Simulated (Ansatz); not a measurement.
Values for one crystal, relaxed and computed with DFT-PBE in the program Ansatz with PAW potentials; other levels are named.

| Quantity | Value |
|---|---|
| Volume per atom | 11.96 Å³ |
| Electronic character | metallic (no gap) |
| Gap with spin–orbit coupling | none (metallic) |
| Density of states at the Fermi level | 0.50 states/eV per atom (mean over ±0.08 eV) |
| Pressure derivative B′ | 4.7 |
| Formation energy from the elements (no fitted shifts) | -0.26 eV/atom |
| Bulk modulus (Birch–Murnaghan fit) | 1760 kbar |

### Question
Which compound is it?
A. Al2Pt, fluorite or antifluorite type
B. GaCo, CsCl type
C. ZnCu, CsCl type
D. Cu3Au, Cu3Au type

### Answer
B, GaCo, CsCl type

Space group Pm-3m (CsCl type). The PBE relaxation kept the symmetry of its start. The workflow began spin-polarised and lost its moments. The cell computed holds one magnetic atom, so no antiferromagnetic order was within reach. The references are the lowest solids computed at this level, not always the standard phases. Spin–orbit coupling is left out wherever it is not named.

Potentials: the later of the program's two PAW sets.
